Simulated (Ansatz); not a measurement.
## Generalised stacking fault in InSb3

Level of theory: Ansatz 0.2.0, DFT PBE+D3(BJ), scalar-relativistic, plane waves, PAW. Settings: plane waves to 420 eV, k-mesh 7×9×5 (Γ-centred), Gaussian smearing 0.15 eV. No spin polarisation. Energies are free energies at this smearing, counted from the undisturbed cell; pressure is positive in compression.

The undisturbed cell (relaxed at this level; with this scan's settings it stands at 0.2 GPa; it needn't be the usual structure):

```yaml
crystal:
  lattice:
    - [7.45585, 0.00000, 0.00000]
    - [0.00000, 3.72792, -3.72792]
    - [0.00000, 7.45585, 7.45585]
  atoms:
    - { symbol: In, position: [0.00000, 0.00000, 0.37500] }
    - { symbol: In, position: [0.50000, 0.50000, 0.62500] }
    - { symbol: In, position: [0.00000, 0.00000, 0.87500] }
    - { symbol: In, position: [0.50000, 0.50000, 0.12500] }
    - { symbol: Sb, position: [0.25000, 0.00000, 0.12500] }
    - { symbol: Sb, position: [0.75000, 0.50000, 0.37500] }
    - { symbol: Sb, position: [0.25000, 0.00000, 0.62500] }
    - { symbol: Sb, position: [0.75000, 0.50000, 0.87500] }
    - { symbol: Sb, position: [0.75000, 0.00000, 0.62500] }
    - { symbol: Sb, position: [0.25000, 0.50000, 0.87500] }
    - { symbol: Sb, position: [0.75000, 0.00000, 0.12500] }
    - { symbol: Sb, position: [0.25000, 0.50000, 0.37500] }
    - { symbol: Sb, position: [0.50000, 0.00000, 0.37500] }
    - { symbol: Sb, position: [0.00000, 0.50000, 0.62500] }
    - { symbol: Sb, position: [0.50000, 0.00000, 0.87500] }
    - { symbol: Sb, position: [0.00000, 0.50000, 0.12500] }
```

The cut lies on the cell's a–b face, a (0 1 1) plane (indices in the standard cell, whose axes needn't be the Cartesian ones shown) of area 39.31 Å², between layers 2.64 Å apart. Vector c is tilted by f times 1·a + 0·b (length 7.456 Å) with the atoms' Cartesian places fixed: one unrelaxed fault a cell. The cell is metallic on the mesh throughout.

Task: Over the sampled range (0.0000 to 0.4000), is the undisturbed cell the lowest point?

Result: Yes, every other sampled point lies higher.

The scan:

| f | γ (mJ/m²) |
| --- | --- |
| 0.0000 | 0 |
| 0.1000 | 130 |
| 0.2000 | 429 |
| 0.3000 | 427 |
| 0.4000 | 125 |

Cost: 5 runs of about 25 core-minutes in all, on Arm Neoverse V1 (shared hosts).